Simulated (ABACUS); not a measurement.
Input and output of a self-consistent single point for PbSe (Fm-3m, 8 atoms in the cell; from Materials Project mp-2201, changed as shown) (ABACUS).

All values come from this method and carry its errors: PBE, numerical atomic orbitals SZP (confined pseudo-atomic orbitals with Gaussian additions; energy shift 0.01 Ry), PseudoDojo 0.5 standard norm-conserving PBE (tails mended) pseudopotentials (ABACUS).

The change in words: lattice scaled by 1.02. Reference geometry (Fm-3m):
```yaml
crystal:
  lattice:
    - [6.12292, 0.00000, 0.00000]
    - [0.00000, 6.12292, 0.00000]
    - [0.00000, 0.00000, 6.12292]
  atoms:
    - { symbol: Pb, position: [0.00000, 0.00000, 0.00000] }
    - { symbol: Pb, position: [0.00000, 0.50000, 0.50000] }
    - { symbol: Pb, position: [0.50000, 0.00000, 0.50000] }
    - { symbol: Pb, position: [0.50000, 0.50000, 0.00000] }
    - { symbol: Se, position: [0.50000, 0.00000, 0.00000] }
    - { symbol: Se, position: [0.50000, 0.50000, 0.50000] }
    - { symbol: Se, position: [0.00000, 0.00000, 0.50000] }
    - { symbol: Se, position: [0.00000, 0.50000, 0.00000] }
```

Reference input (self-consistent single point, DFT, PBE, numerical atomic orbitals SZP (confined pseudo-atomic orbitals with Gaussian additions; energy shift 0.01 Ry), PseudoDojo 0.5 standard norm-conserving PBE (tails mended) pseudopotentials): basis = SZP numerical atomic orbitals, energy shift 0.01 Ry; KPT = Gamma 4 4 4 0 0 0; basis_type = lcao; ecutwfc = 100 Ry; smearing_method = fd; smearing_sigma = 0.00146997 Ry; potentials = PseudoDojo 0.5 standard norm-conserving PBE (tails mended); symmetry = 1; symmetry_prec = 1e-05; ks_solver = scalapack_gvx; scf_nmax = 100; scf_thr = 1.0e-06. This run's input differs from it in these lines:

```diff
@@ -30,8 +30,8 @@
 LATTICE_CONSTANT
-11.570649
+11.802062
 
 LATTICE_VECTORS
-   1.0000000382    0.0000000000    0.0000000000
-   0.0000000000    1.0000000382    0.0000000000
-   0.0000000000    0.0000000000    1.0000000382
+   0.9999999596    0.0000000000    0.0000000000
+   0.0000000000    0.9999999596    0.0000000000
+   0.0000000000    0.0000000000    0.9999999596
```

Log, with long lists cut:

```
 SELF-CONSISTENT
 -------------------------------------------

                  longest orb rcut (Bohr) = 7.7
   longest nonlocal projector rcut (Bohr) = 2.58
                     search radius (Bohr) = 20.6

                          real space grid = [ 75, 75, 75 ]
                                 init_chg = atomic

 LCAO ALGORITHM --------------- ION=   1  ELEC=   1--------------------------------

 Density error is 0.0430369750275
 E_KohnSham     -1529.0477688731     -20803.7621708609
 E_Fermi        0.6386320418         8.6890346934

 LCAO ALGORITHM --------------- ION=   1  ELEC=   2--------------------------------

   [... lines left out ...]

   [... 4 blocks of this kind left out ...]

 LCAO ALGORITHM --------------- ION=   1  ELEC=   7--------------------------------

 Density error is 4.80819322546e-06
 E_KohnSham     -1529.1356240358     -20804.9575016720
 E_Fermi        0.6593454643         8.9708552650

 LCAO ALGORITHM --------------- ION=   1  ELEC=   8--------------------------------

 Density error is 1.89984091874e-07
 E_KohnSham     -1529.1356240366     -20804.9575016840
 E_KS(sigma->0) -1529.1356240351     -20804.9575016625
 E_entropy(-TS) -0.0000000032        -0.0000000429
 E_Fermi        0.6593432890         8.9708256679
 charge density convergence is achieved
 final etot is -20804.957502 eV
 EFERMI = 8.9708256679 eV

 STATE ENERGY(eV) AND OCCUPATIONS    NSPIN == 1
   [... 70 lines left out ...]

 TOTAL-FORCE (eV/Angstrom)
                       Pb1         0.0000000000         0.0000000000         0.0000000000
                       Pb2         0.0000000000         0.0000000000         0.0000000000
                       Pb3         0.0000000000         0.0000000000         0.0000000000
                       Pb4         0.0000000000         0.0000000000         0.0000000000
                       Se1         0.0000000000         0.0000000000         0.0000000000
                       Se2         0.0000000000         0.0000000000         0.0000000000
                       Se3         0.0000000000         0.0000000000         0.0000000000
   [... lines left out ...]

 TOTAL-STRESS (KBAR)
       -17.1272009216         0.0000000000        -0.0000000000
        -0.0000000000       -17.1272009216         0.0000000000
         0.0000000000        -0.0000000000       -17.1272009216
 TOTAL-PRESSURE: -17.127201 KBAR

 --------------------------------------------
 !FINAL_ETOT_IS -20804.9575016839553427 eV
 --------------------------------------------
```

The run converged in 8 iterations. Against the reference run the free energy stays essentially unchanged (within 1 meV/atom), the pressure goes from 1.79 to -1.71 GPa and the gap on the mesh goes from 0.451 to 0.576 eV.

Spin-orbit coupling is left out, which matters for bands and gaps with elements this heavy. The atom-centred basis is finite, which shifts total energies, pressures and gaps against plane waves. A single-zeta basis is rough, for pressures and forces above all. The structure comes from a collection of computed structures, made at another level of theory; the collection holds predicted forms beside known ones. Its lattice was then scaled.

Cost on one core: about 14 core-seconds (a rough figure).

The atomic orbitals were generated for these runs; they are not ABACUS's published sets and were checked against plane waves on a few crystals only.

“Tails mended”: in these copies of the files the far tail of each local potential was reset to the Coulomb form.
